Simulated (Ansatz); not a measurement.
Consider the following.

CsSnI3 (cubic perovskite, Pm-3m), a = b = c = 6.271 Å, α = β = γ = 90.00°.

This is the PBE-relaxed structure.

### Question
All from DFT-PBE in the program Ansatz with PAW potentials, unless another level is named. Give the Young's modulus.

### Answer
19.3 GPa.

### Question
Give the elastic constants (relaxed ions, GPa).

### Answer
C11 = 35.6, C12 = 5.3, C44 = 4.5.

### Question
Give the highest zone-centre frequency (without LO–TO term).

### Answer
56 cm⁻¹.

This is a known high-temperature phase of the composition, computed here at zero pressure and temperature. The PBE relaxation kept the symmetry of its start; of distortions, only those at the zone centre were tested. Spin–orbit coupling is left out wherever it is not named.

Potentials: the later of the program's two PAW sets.
